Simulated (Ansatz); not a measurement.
Ansatz (a program for electronic structure) input:

Ansatz 0.2 input:
```yaml
crystal:
  lattice:
    - [0.0, 2.657300495, 2.657300495]
    - [2.657300495, 0.0, 2.657300495]
    - [2.657300495, 2.657300495, 0.0]
  atoms:
    - { symbol: Co, position: [0.0, 0.0, 0.0] }
    - { symbol: Si, position: [0.75, 0.75, 0.75] }
    - { symbol: Si, position: [0.25, 0.25, 0.25] }
kpoints:
  mp_grid: { grid: [28, 28, 28] }
hamiltonian:
  xc: r2scan
  pseudopotentials: { azcp: { folder: ./paw }, kind: paw }
scf:
  occupations: { method: fermi_dirac, width: 0.1 }
elastic: { mode: relaxed_ion, stencil: two_point, amplitude: 0.005, f_tol: 0.0005 }
```

Output (shortened):

```
Pseudopotential: Co, paw, valence charge 17
Pseudopotential: Si, paw, valence charge 4
Functional definition: r2SCAN
Crystal: 3 atoms, lattice volume = 37.528 Å³
Basis set: ecut = 500 eV, 941 PW (Γ), exchange–correlation on 120×120×120 points (64 copies of the dense FFT grid, shifted against one another)
Bands: 17, of which v1, the nominal top of the filled ones, is band 13 counted from 1 (12 counted from 0)
Symmetry: 48 space group operations
Space group: Fm-3m (ITA 225), of the structure as read, at distance tolerance 3.3e-5 Å
k-points: 624 of 21952
SCF 1 converged in 14 iterations: F = -6410.904724 eV  dr2 = 1.29e-14
Crystal: 3 atoms, lattice volume = 37.528 Å³
SCF 2 converged in 2 iterations: F = -6410.904724 eV  dr2 = 1.42e-14
Crystal: 3 atoms, lattice volume = 37.340 Å³
Symmetry: 16 space group operations
k-points: 1639 of 21952
SCF 3 converged in 12 iterations: F = -6410.903838 eV  dr2 = 4.12e-14
Crystal: 3 atoms, lattice volume = 37.715 Å³
SCF 4 converged in 10 iterations: F = -6410.904041 eV  dr2 = 1.71e-15
Crystal: 3 atoms, lattice volume = 37.527 Å³
Symmetry: 8 space group operations
k-points: 3060 of 21952
SCF 5 converged in 12 iterations: F = -6410.904232 eV  dr2 = 2.85e-14
relax step   1: F+E_penalty+E_count = -6410.90423163 eV  Δ(F+E_penalty+E_count) = +0.000e0 eV  max|allowed force component| = 4.790e-2 eV/Å  Δτ_max = 0.0000 Å  (12 SCF iters, accepted)
Crystal: 3 atoms, lattice volume = 37.527 Å³
SCF 6 converged in 10 iterations: F = -6410.904343 eV  dr2 = 1.39e-14
relax step   2: F+E_penalty+E_count = -6410.90434264 eV  Δ(F+E_penalty+E_count) = -1.110e-4 eV  max|allowed force component| = 3.103e-2 eV/Å  Δτ_max = 0.0014 Å  (10 SCF iters, accepted)
Crystal: 3 atoms, lattice volume = 37.527 Å³
SCF 7 converged in 11 iterations: F = -6410.904423 eV  dr2 = 1.79e-15
relax step   3: F+E_penalty+E_count = -6410.90442290 eV  Δ(F+E_penalty+E_count) = -8.026e-5 eV  max|allowed force component| = 8.239e-6 eV/Å  Δτ_max = 0.0026 Å  (11 SCF iters, accepted)
Crystal: 3 atoms, lattice volume = 37.527 Å³
SCF 8 converged in 2 iterations: F = -6410.904423 eV  dr2 = 9.20e-16
Crystal: 3 atoms, lattice volume = 37.527 Å³
SCF 9 converged in 13 iterations: F = -6410.904232 eV  dr2 = 8.74e-16
relax step   1: F+E_penalty+E_count = -6410.90423163 eV  Δ(F+E_penalty+E_count) = +0.000e0 eV  max|allowed force component| = 4.790e-2 eV/Å  Δτ_max = 0.0000 Å  (13 SCF iters, accepted)
Crystal: 3 atoms, lattice volume = 37.527 Å³
SCF 10 converged in 11 iterations: F = -6410.904423 eV  dr2 = 4.80e-14
relax step   2: F+E_penalty+E_count = -6410.90442290 eV  Δ(F+E_penalty+E_count) = -1.913e-4 eV  max|allowed force component| = 4.449e-6 eV/Å  Δτ_max = 0.0040 Å  (11 SCF iters, accepted)
Crystal: 3 atoms, lattice volume = 37.527 Å³
SCF 11 converged in 2 iterations: F = -6410.904423 eV  dr2 = 5.06e-14
SCF converged after 2 iterations
Free energy (F): -6410.904724 eV
Harris-Foulkes:  -6410.904724 eV  (|F-HF|=2.73e-12)
Internal energy: -6410.872357 eV  (E = F + TS)
E sigma→0 (E₀):  -6410.888541 eV
Entropy (-TS):   -0.032367 eV (-10.789 meV/atom)
Fermi energy:    13.152420 eV
--- Per-component energies (eV) ---
  E_band       = -300.874998
  E_kinetic    = 385.792811
  E_local      = -3888.415989  (includes V_loc(G=0)·N_el)
  E_nonlocal   = 481.068229
  E_hartree    = 1768.609574
  E_xc         = -196.560991
  E_vxc        = -238.188859  (∫ρ·V_xc dr)
  E_paw        = -2624.371173  (= ΣΔE_a)
  E_vpaw       = -592.828429  (= ΣTr[D̂ρ^β])
  E_aug_tail   = -0.000055  (compensation charges beyond the density's cutoff)
  E_vtau       = 14.478156  (kinetic-family band-sum trace: ∫τ·v_τ [+ j·A + Jᵃ·Aᵃ] dr)
  E_ewald      = -2336.546691
  E_core_change = -0.448072  (= ΣΔE_core)
  E_smearing   = -0.032367  (= −TS)
  E_closure    = 0.000000  (closes the sum)
  Σ components = -6410.904724   (vs F -6410.904724, Δ=0.00e0)
--- Forces (eV/Å), atoms counted from 1 ---
  atom   1  Co     0.00000000     0.00000000     0.00000000
  atom   2  Si     0.00000000     0.00000000     0.00000000
  atom   3  Si     0.00000000     0.00000000     0.00000000
  max |Σ_I F_I| component: 4.63e-17 eV/Å
--- Stress (GPa, compression-positive) ---
        0.077398       0.000000       0.000000
        0.000000       0.077398       0.000000
        0.000000       0.000000       0.077398
  P = ⅓ Tr σ = 0.0774 GPa (0.774 kbar)
--- Band table (eV; the first three rows and the last of 624) ---
  k-point 0: bands = ["-85.0383", "-46.9493", "-46.9493", "-46.9493", "-0.8284", "8.7858", "8.7858", "8.7858", "11.0585", "11.0585", "14.6493", "16.7321", "16.7321", "16.7321", "16.9010", "16.9010", "16.9010"]
  k-point 1: bands = ["-85.0383", "-46.9494", "-46.9493", "-46.9493", "-0.8076", "8.7371", "8.7934", "8.7934", "11.0520", "11.0520", "14.6608", "16.1184", "16.4578", "16.4578", "17.1850", "17.1850", "17.5403"]
  k-point 2: bands = ["-85.0383", "-46.9495", "-46.9493", "-46.9493", "-0.7451", "8.5940", "8.8159", "8.8159", "11.0335", "11.0335", "14.6313", "15.5471", "16.1226", "16.1226", "17.5380", "17.5380", "18.2475"]
  k-point 623: bands = ["-85.0381", "-46.9517", "-46.9517", "-46.9507", "4.6056", "4.6056", "6.5620", "6.7790", "10.7270", "10.7270", "11.1321", "11.5636", "12.3926", "17.1910", "17.1910", "19.4123", "20.2537"]
--- Elastic constants: 2 strain directions × 2 members + reference (group order 48) ---
  dense FFT box of the reference and of every strained cell: 30×30×30
  strains applied: 11, 23; error gains: componentwise 1.00 (the most a stress slope's error grows in a printed constant), spectral 1.73 (1 for all six strains …
  C = ∂σ_k/∂η_j (tension-positive GPa; Voigt order 11 22 33 23 13 12):
       268.080    161.843    161.843      0.000      0.000      0.000
       161.843    268.080    161.843      0.000      0.000      0.000
       161.843    161.843    268.080      0.000      0.000      0.000
         0.000      0.000      0.000    102.990      0.000      0.000
         0.000      0.000      0.000      0.000    102.990      0.000
         0.000      0.000      0.000      0.000      0.000    102.990
  reference stress σ⁰ (GPa):     -0.077     -0.077     -0.077      0.000      0.000      0.000
  moduli (Voigt/Reuss/Hill, GPa): K = 197.26/197.26/197.26   G = 83.04/74.87/78.96   E = 208.99   ν = 0.323
  mechanically stable: yes (min eigenvalue of sym C = 102.99 GPa)
  strain η (Voigt 11):  stress-route row diagonal C_11 = 268.08 GPa, energy-path curvature d²(F+E_count+ΔE)/dδ²/Ω₀ = 268.04 GPa
         δ    σ_11 (GPa)             F (eV)   n_scf  n_hpsi   n_pw
    -5.000e-3      -1.4440       -6410.9038384      12  698601    962   relax 0 steps, max|allowed force component| 1.11e-16 eV/Å
     5.000e-3       1.2368       -6410.9040411      10  579024    971   relax 0 steps, max|allowed force component| 1.11e-16 eV/Å
  strain η (Voigt 23):  stress-route row diagonal C_44 = 102.99 GPa, energy-path curvature d²(F+E_count+ΔE)/dδ²/Ω₀ = 103.04 GPa
         δ    σ_23 (GPa)             F (eV)   n_scf  n_hpsi   n_pw
    -5.000e-3      -0.5150       -6410.9044229       2  531535    969   relax 3 steps, max|allowed force component| 8.24e-6 eV/Å
     5.000e-3       0.5150       -6410.9044229       2  535452    969   relax 2 steps, max|allowed force component| 4.45e-6 eV/Å
```

Cost: roughly 15 core-minutes on shared cores.

Symmetry was held in the r²SCAN relaxation; of distortions, only those at the zone centre were tested. The run is not spin-polarised. As this level gives no gap, shear constants depend on the k-mesh and smearing (Fermi–Dirac, 0.1 eV here).

Potentials: the earlier of the program's two PAW sets.

Ansatz is a plane-wave DFT program.
